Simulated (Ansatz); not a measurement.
ZnGeP$_{2}$:
```
ZnGeP2
1.0
   -2.71198     2.71198     5.35491
    2.71198    -2.71198     5.35491
    2.71198     2.71198    -5.35491
Zn Ge P
2 2 4
Direct
  0.75000   0.25000   0.50000
  0.00000   0.00000   0.00000
  0.25000   0.75000   0.50000
  0.50000   0.50000   0.00000
  0.12666   0.12500   0.50166
  0.62334   0.62500   0.49834
  0.37500   0.87334   0.99834
  0.87500   0.37666   0.00166
```

Relaxed with PBEsol.

Q: Give the Bader charges and basin volumes of the independent atoms, the program Ansatz at the PBEsol level (PAW).

A: 

| atom | Bader charge (e) | Bader volume (Å³) |
|---|---|---|
| Zn1 | +0.55 | 14.9 |
| Ge3 | +0.68 | 16.9 |
| P5 | -0.62 | 23.5 |

Space group I-42d (chalcopyrite). The cell was relaxed with PBEsol under the symmetry of its start.

Potentials: the later of the program's two PAW sets.
